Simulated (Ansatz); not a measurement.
PbO (started from an entry of an open crystallographic database), relaxed with r2SCAN+rVV10. It is tetragonal, P4/nmm (No. 129); a = 3.980 Å, c = 5.001 Å in the conventional setting, 19.81 Å³ an atom. Pb is surrounded by 4 O at 2.32 Å; O is surrounded by 4 Pb at 2.32 Å.

4 runs of Ansatz on this cell differ in the functional (and in the settings that go with it). Levels are in eV from each run's valence top; v1 is the last filled band, c1 the first empty one.

Run A, mean stress -1.2 GPa (compression positive):

| point | v2 | v1 | c1 | c2 |
| --- | --- | --- | --- | --- |
| Γ | -2.30 | 0.00 | 4.29 | 7.47 |
| X | -2.00 | -2.00 | 5.24 | 5.24 |
| M | -1.61 | -1.61 | 2.80 | 2.80 |

Run B, mean stress +4.5 GPa (compression positive):

| point | v2 | v1 | c1 | c2 |
| --- | --- | --- | --- | --- |
| Γ | -1.69 | -0.01 | 2.40 | 5.52 |
| X | -1.66 | -1.66 | 3.42 | 3.42 |
| M | -1.06 | -1.06 | 1.21 | 1.21 |

Run C, mean stress +0.2 GPa (compression positive):

| point | v2 | v1 | c1 | c2 |
| --- | --- | --- | --- | --- |
| Γ | -2.00 | 0.00 | 3.40 | 6.53 |
| X | -1.84 | -1.84 | 4.36 | 4.36 |
| M | -1.34 | -1.34 | 2.03 | 2.03 |

Run D, mean stress +1.2 GPa (compression positive):

| point | v2 | v1 | c1 | c2 |
| --- | --- | --- | --- | --- |
| Γ | -1.81 | 0.00 | 2.83 | 5.91 |
| X | -1.73 | -1.73 | 3.79 | 3.79 |
| M | -1.17 | -1.17 | 1.53 | 1.53 |

Question: Match the runs to PBE, r2SCAN, r2SCANh, r2SCAN0.

Answer: A is r2SCAN0, B is PBE, C is r2SCANh, D is r2SCAN. In order of the gap: PBE 1.21, r2SCAN 1.53, r2SCANh 2.03, r2SCAN0 2.80 eV.

Calculated for a static, non-magnetic cell.

Spin-orbit coupling is left out; in compounds of Pb, Bi, Tl or Hg it can lower a gap by up to about 1 eV, split its edges or invert the bands.

The stress of a hybrid is loosely converged in these runs.

The meshes of the hybrids are coarse, so their gaps aren't converged to the digits shown.
